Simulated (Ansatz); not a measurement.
LaB6:
```cif
data_B6La
_chemical_formula_sum 'La1 B6'
_space_group_name_H-M_alt 'Pm-3m'
_space_group_IT_number 221
_space_group_name_Hall '-P 4 2 3'
_cell_length_a 4.15217
_cell_length_b 4.15217
_cell_length_c 4.15217
_cell_angle_alpha 90.000
_cell_angle_beta 90.000
_cell_angle_gamma 90.000
loop_
_atom_site_label
_atom_site_type_symbol
_atom_site_symmetry_multiplicity
_atom_site_Wyckoff_symbol
_atom_site_fract_x
_atom_site_fract_y
_atom_site_fract_z
_atom_site_occupancy
La1 La 1 a 0.00000 0.00000 0.00000 1
B1 B 6 f 0.20002 0.50000 0.50000 1
```

Relaxed with r²SCAN.

### Question
Decompose the optical modes at the zone centre into irreducible representations, and say which are infrared and Raman allowed.

### Answer
Point group m-3m: Γ_opt = A1g + Eg + T1g + 2T1u + T2g + T2u. Infrared: T1u. Raman: A1g, Eg, T2g.

### Question
Assign frequencies (DFPT, plane-wave PAW r²SCAN (Ansatz code)).

### Answer
T1u 191, T2u 515, T1g 595, T2g 697, T1u 861, Eg 1113, A1g 1258 cm⁻¹.

The cell was relaxed with r²SCAN under the symmetry of its start; of distortions, only those at the zone centre were tested. As this level gives no gap, phonon frequencies hold no LO–TO term and depend on the k-mesh and smearing (Fermi–Dirac, 0.1 eV here). Spin–orbit coupling is left out wherever it is not named.

Potentials: the earlier of the program's two PAW sets.
